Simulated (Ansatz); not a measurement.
NiSi2 (fluorite type, space group Fm-3m)

```cif
data_Ni4Si8
_chemical_formula_sum 'Ni4 Si8'
_space_group_name_H-M_alt 'Fm-3m'
_space_group_IT_number 225
_space_group_name_Hall '-F 4 2 3'
_cell_length_a 5.44450
_cell_length_b 5.44450
_cell_length_c 5.44450
_cell_angle_alpha 90.000
_cell_angle_beta 90.000
_cell_angle_gamma 90.000
loop_
_atom_site_label
_atom_site_type_symbol
_atom_site_symmetry_multiplicity
_atom_site_Wyckoff_symbol
_atom_site_fract_x
_atom_site_fract_y
_atom_site_fract_z
_atom_site_occupancy
Ni1 Ni 4 a 0.00000 0.00000 0.00000 1
Si1 Si 8 c 0.25000 0.25000 0.25000 1
```
(The calculation used a cell of 3 atoms; values per cell refer to that cell.)

Two coordinates are scanned: the volume, and the ratio of the stretch along z (the conventional c axis) to the stretch across it. Atoms keep their fractional coordinates.

Computed with PBE (plane waves to 420 eV, PAW, scalar-relativistic; Ansatz, an electronic-structure program). k mesh 15×15×15 (Γ-centred), Fermi-Dirac smearing 0.05 eV. E stands for the smeared free energy. With partly filled bands, the response to shear is sensitive to the k mesh, so small differences along c/a are uncertain. NiSi2 is run without spin polarisation. NiSi2 was relaxed with its symmetry unable to fall. ΔE is measured from the relaxed starting cell.

```json
[
 {"ΔE (meV/atom)": "(c/a)/(c/a)₀ = 0.920", "V/V₀ = 0.920": "___", "V/V₀ = 0.960": "___", "V/V₀ = 1.000": "11", "V/V₀ = 1.040": "___", "V/V₀ = 1.080": "___"},
 {"ΔE (meV/atom)": "(c/a)/(c/a)₀ = 0.960", "V/V₀ = 0.920": "49", "V/V₀ = 0.960": "13", "V/V₀ = 1.000": "3", "V/V₀ = 1.040": "11", "V/V₀ = 1.080": "36"},
 {"ΔE (meV/atom)": "(c/a)/(c/a)₀ = 1.000", "V/V₀ = 0.920": "46", "V/V₀ = 0.960": "11", "V/V₀ = 1.000": "0", "V/V₀ = 1.040": "9", "V/V₀ = 1.080": "34"},
 {"ΔE (meV/atom)": "(c/a)/(c/a)₀ = 1.040", "V/V₀ = 0.920": "49", "V/V₀ = 0.960": "13", "V/V₀ = 1.000": "3", "V/V₀ = 1.040": "11", "V/V₀ = 1.080": "36"},
 {"ΔE (meV/atom)": "(c/a)/(c/a)₀ = 1.080", "V/V₀ = 0.920": "___", "V/V₀ = 0.960": "___", "V/V₀ = 1.000": "10", "V/V₀ = 1.040": "___", "V/V₀ = 1.080": "___"}
]
```

Problem. Fill in the missing entries.

Solution. 
- (c/a)/(c/a)₀ = 0.920, V/V₀ = 0.920: 57
- (c/a)/(c/a)₀ = 0.920, V/V₀ = 0.960: 21
- (c/a)/(c/a)₀ = 0.920, V/V₀ = 1.040: 20
- (c/a)/(c/a)₀ = 0.920, V/V₀ = 1.080: 44
- (c/a)/(c/a)₀ = 1.080, V/V₀ = 0.920: 56
- (c/a)/(c/a)₀ = 1.080, V/V₀ = 0.960: 21
- (c/a)/(c/a)₀ = 1.080, V/V₀ = 1.040: 18
- (c/a)/(c/a)₀ = 1.080, V/V₀ = 1.080: 42

(A scan under strain: stresses follow from slopes of the energy per volume, elastic moduli from its curvatures.)
